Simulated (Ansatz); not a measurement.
Relaxed Ga2O3 (beta-Ga2O3 type, space group C2/m):

```yaml
crystal:
  lattice:
    - [6.22762, -1.54173, 0.00000]
    - [6.22762, 1.54173, 0.00000]
    - [-1.39233, 0.00000, 5.71032]
  atoms:
    - { symbol: Ga, position: [0.08991, 0.08991, 0.79470] }
    - { symbol: Ga, position: [0.91009, 0.91009, 0.20530] }
    - { symbol: Ga, position: [0.65850, 0.65850, 0.31416] }
    - { symbol: Ga, position: [0.34150, 0.34150, 0.68584] }
    - { symbol: O, position: [0.16349, 0.16349, 0.10919] }
    - { symbol: O, position: [0.83651, 0.83651, 0.89081] }
    - { symbol: O, position: [0.17371, 0.17371, 0.56436] }
    - { symbol: O, position: [0.82629, 0.82629, 0.43564] }
    - { symbol: O, position: [0.49603, 0.49603, 0.25671] }
    - { symbol: O, position: [0.50397, 0.50397, 0.74329] }
```

A phonon eigenvector at Γ is frozen into this cell: atom i moves by Q times the vector below, so Q is the largest atomic displacement, in Å. The cell is held.

```tsv
atom	x	y	z
Ga1	0.085	0.000	0.023
Ga2	-0.085	0.000	-0.023
Ga3	0.033	0.000	0.062
Ga4	-0.033	0.000	-0.062
O5	-0.083	0.000	-0.997
O6	0.083	0.000	0.997
O7	-0.770	0.000	0.584
O8	0.770	0.000	-0.584
O9	-0.382	0.000	-0.103
O10	0.382	0.000	0.103
```

Calculation: PBE (plane waves to 420 eV, PAW, scalar-relativistic; Ansatz, a first-principles code). k mesh 11×11×6 (Γ-centred), Fermi-Dirac smearing 0.05 eV. Energies are smeared free energies. Ga2O3 was relaxed with its symmetry unable to fall. The zero of ΔE is the undisplaced structure.

```json
[
 {"Q (Å)": "-0.1000", "ΔE (meV/cell)": "601"},
 {"Q (Å)": "-0.0833", "ΔE (meV/cell)": "withheld"},
 {"Q (Å)": "-0.0667", "ΔE (meV/cell)": "272"},
 {"Q (Å)": "-0.0500", "ΔE (meV/cell)": "154"},
 {"Q (Å)": "-0.0333", "ΔE (meV/cell)": "69"},
 {"Q (Å)": "-0.0167", "ΔE (meV/cell)": "17"},
 {"Q (Å)": "0.0000", "ΔE (meV/cell)": "0"},
 {"Q (Å)": "0.0167", "ΔE (meV/cell)": "18"},
 {"Q (Å)": "0.0333", "ΔE (meV/cell)": "72"},
 {"Q (Å)": "0.0500", "ΔE (meV/cell)": "164"},
 {"Q (Å)": "0.0667", "ΔE (meV/cell)": "296"},
 {"Q (Å)": "0.0833", "ΔE (meV/cell)": "468"},
 {"Q (Å)": "0.1000", "ΔE (meV/cell)": "683"}
]
```

Task: Fit a polynomial form (powers 2, 3, 4) to the given rows and predict ΔE at Q = -0.0833.

Result: Least squares on the 12 given rows: ΔE = (63510)·Q² + (41010)·Q³ + (69750)·Q⁴, in meV/cell with Q in Å; root-mean-square residual 0.2 meV/cell. At -0.0833 the fit gives 420 meV/cell; the calculation gives 421 meV/cell, so the interpolation is off by -1 (-0.2 %). The quadratic term alone would give 441 meV/cell.

(For displaced atoms, the force is minus the slope of the energy, and its curvature is a force constant, which sets phonon frequencies.)
